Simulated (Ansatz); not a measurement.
RbMgF3, in the lowest of the structures calculated here: Pm-3m (No. 221), cP5, cubic perovskite type; a = b = c = 4.0625 Å, α = β = γ = 90.00°; Rb 1a (0.000, 0.000, 0.000); Mg 1b (0.500, 0.500, 0.500); F 3c (0.000, 0.500, 0.500). Computed with r2SCAN (plane waves to 500 eV, PAW, scalar-relativistic; Ansatz, a first-principles code). Element references, the lowest calculated here: Mg (P6₃/mmc), F (R-3m, a generated molecular cell), Rb (Im-3m); gases are represented by their molecular solids.

Give the formation energy of this Pm-3m form of RbMgF3 from the elements at the level r2SCAN.

-3.51 eV/atom.

Static energies, no anion corrections, no zero-point energy. Values are rounded to 0.01 eV/atom. The compounds carry no spin polarisation.
